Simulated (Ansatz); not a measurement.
Relaxation of a relaxed LiNbSe2 cell with one Se and one Nb atom exchanged in a cell of 8 atoms; 8 atoms in the cell, which starts as P3m1 (No. 156), hP8; a = b = 3.5241 Å, c = 13.5511 Å, α = β = 90.00°, γ = 120.00°. All values below come from r2SCAN (plane waves to 500 eV, PAW, scalar-relativistic; Ansatz, a quantum-chemistry and plane-wave program). Γ-centred k-mesh 8×8×2 on the run's cell (coarser than for final values), Fermi–Dirac smearing 0.05 eV. This is the first round of the run. 

The optimiser's lines from the output (shortened; P is positive under compression):

```
relax step   1: F+E_penalty+E_count = -31449.70302894 eV  Δ(F+E_penalty+E_count) = +0.000e0 eV  max|allowed force component| = 2.467e0 eV/Å  Δτ_max = 0.0000 Å  P = +8.831 GPa  Ω = 145.750 Å³  (11 SCF iters, dr2 threshold 1.00e-7 eV, accepted)
relax step   2: F+E_penalty+E_count = -31450.52745732 eV  Δ(F+E_penalty+E_count) = -8.244e-1 eV  max|allowed force component| = 1.215e0 eV/Å  Δτ_max = 0.1951 Å  P = -1.077 GPa  Ω = 155.938 Å³  (13 SCF iters, dr2 threshold 8.00e-7 eV, accepted)
relax step   3: F+E_penalty+E_count = -31450.69038985 eV  Δ(F+E_penalty+E_count) = -1.629e-1 eV  max|allowed force component| = 4.546e-1 eV/Å  Δτ_max = 0.1989 Å  P = +0.327 GPa  Ω = 153.720 Å³  (11 SCF iters, dr2 threshold 8.00e-7 eV, accepted)
relax step   4: F+E_penalty+E_count = -31450.80649083 eV  Δ(F+E_penalty+E_count) = -1.161e-1 eV  max|allowed force component| = 7.400e-1 eV/Å  Δτ_max = 0.1541 Å  P = -0.094 GPa  Ω = 155.255 Å³  (13 SCF iters, dr2 threshold 8.00e-7 eV, accepted)
relax step   5: F+E_penalty+E_count = -31451.07498968 eV  Δ(F+E_penalty+E_count) = -2.685e-1 eV  max|allowed force component| = 1.128e0 eV/Å  Δτ_max = 0.1945 Å  P = +1.003 GPa  Ω = 151.582 Å³  (12 SCF iters, dr2 threshold 8.00e-7 eV, accepted)
relax step   6: F+E_penalty+E_count = -31451.33812983 eV  Δ(F+E_penalty+E_count) = -2.631e-1 eV  max|allowed force component| = 9.882e-1 eV/Å  Δτ_max = 0.1948 Å  P = +1.414 GPa  Ω = 150.966 Å³  (12 SCF iters, dr2 threshold 8.00e-7 eV, accepted)
relax step   7: F+E_penalty+E_count = -31451.52301291 eV  Δ(F+E_penalty+E_count) = -1.849e-1 eV  max|allowed force component| = 5.485e-1 eV/Å  Δτ_max = 0.1949 Å  P = +1.471 GPa  Ω = 152.080 Å³  (12 SCF iters, dr2 threshold 8.00e-7 eV, accepted)
relax step   8: F+E_penalty+E_count = -31451.76939414 eV  Δ(F+E_penalty+E_count) = -2.464e-1 eV  max|allowed force component| = 9.550e-1 eV/Å  Δτ_max = 0.1939 Å  P = +0.701 GPa  Ω = 155.554 Å³  (13 SCF iters, dr2 threshold 8.00e-7 eV, accepted)
relax step   9: F+E_penalty+E_count = -31452.20371537 eV  Δ(F+E_penalty+E_count) = -4.343e-1 eV  max|allowed force component| = 1.083e0 eV/Å  Δτ_max = 0.1949 Å  P = -0.320 GPa  Ω = 158.608 Å³  (11 SCF iters, dr2 threshold 8.00e-7 eV, accepted)
relax step  10: F+E_penalty+E_count = -31452.64648832 eV  Δ(F+E_penalty+E_count) = -4.428e-1 eV  max|allowed force component| = 1.181e0 eV/Å  Δτ_max = 0.1948 Å  P = -0.728 GPa  Ω = 160.287 Å³  (8 SCF iters, dr2 threshold 8.00e-7 eV, accepted)
relax step  11: F+E_penalty+E_count = -31453.24233261 eV  Δ(F+E_penalty+E_count) = -5.958e-1 eV  max|allowed force component| = 5.476e-1 eV/Å  Δτ_max = 0.1919 Å  P = -1.340 GPa  Ω = 160.140 Å³  (10 SCF iters, dr2 threshold 8.00e-7 eV, accepted)
relax step  12: F+E_penalty+E_count = -31453.47323974 eV  Δ(F+E_penalty+E_count) = -2.309e-1 eV  max|allowed force component| = 7.808e-1 eV/Å  Δτ_max = 0.1949 Å  P = +0.498 GPa  Ω = 157.040 Å³  (8 SCF iters, dr2 threshold 8.00e-7 eV, accepted)
relax step  13: F+E_penalty+E_count = -31453.39434740 eV  Δ(F+E_penalty+E_count) = +7.889e-2 eV  max|allowed force component| = 6.455e-1 eV/Å  Δτ_max = 0.1952 Å  P = +0.328 GPa  Ω = 156.740 Å³  (9 SCF iters, dr2 threshold 8.00e-7 eV, rejected (line search))
relax step  14: F+E_penalty+E_count = -31453.53824185 eV  Δ(F+E_penalty+E_count) = -6.500e-2 eV  max|allowed force component| = 1.531e-1 eV/Å  Δτ_max = 0.0508 Å  P = -0.089 GPa  Ω = 155.026 Å³  (13 SCF iters, accepted)
relax step  15: F+E_penalty+E_count = -31453.54373068 eV  Δ(F+E_penalty+E_count) = -5.489e-3 eV  max|allowed force component| = 4.671e-2 eV/Å  Δτ_max = 0.0232 Å  P = +0.085 GPa  Ω = 155.201 Å³  (7 SCF iters, dr2 threshold 8.00e-7 eV, accepted)
relax step  16: F+E_penalty+E_count = -31453.54392990 eV  Δ(F+E_penalty+E_count) = -1.992e-4 eV  max|allowed force component| = 5.668e-3 eV/Å  Δτ_max = 0.0031 Å  P = +0.008 GPa  Ω = 155.437 Å³  (6 SCF iters, dr2 threshold 1.36e-7 eV, accepted)
relax step  17: F+E_penalty+E_count = -31453.54393335 eV  Δ(F+E_penalty+E_count) = -3.452e-6 eV  max|allowed force component| = 1.148e-3 eV/Å  Δτ_max = 0.0010 Å  P = +0.001 GPa  Ω = 155.472 Å³  (7 SCF iters, dr2 threshold 1.26e-9 eV, accepted)
relax step  18: F+E_penalty+E_count = -31453.54611701 eV  Δ(F+E_penalty+E_count) = -2.184e-3 eV  max|allowed force component| = 1.153e-3 eV/Å  Δτ_max = 0.0000 Å  P = +0.005 GPa  Ω = 155.472 Å³  stress off target by 1.08e-2 GPa  SCF on the basis re-selected at this cell (its energy is not comparable with the rows above)  (8 SCF iters)
```

From the first to the last row the energy changes by -0.48 eV/atom and the volume by +6.7 %. The last row is marked as not comparable with the walk above it, whose basis was carried along; it does compare with step 1, since both stand on a basis selected at the nominal cutoff for their own cell.

Step 13 was rejected by the optimiser.

Later rounds, restarted from the end of this one on a renewed k-mesh, logged 6 more steps and released under 0.01 eV/atom more. The final structure after all rounds: P3m1 (No. 156), hP8; a = b = 3.434 Å, c = 15.193 Å, α = β = 90.00°, γ = 120.00°. Between re-selections the logged energies stand on a plane-wave basis carried along with the cell. No spin polarisation in the result.

The run could not lose the symmetry of its start.

Of the parent cell (P6₃/mmc (No. 194)): The relaxation started from an entry of Materials Project.

The runs began from a structure in Materials Project; this end point is another cell, not compared with measured phases.
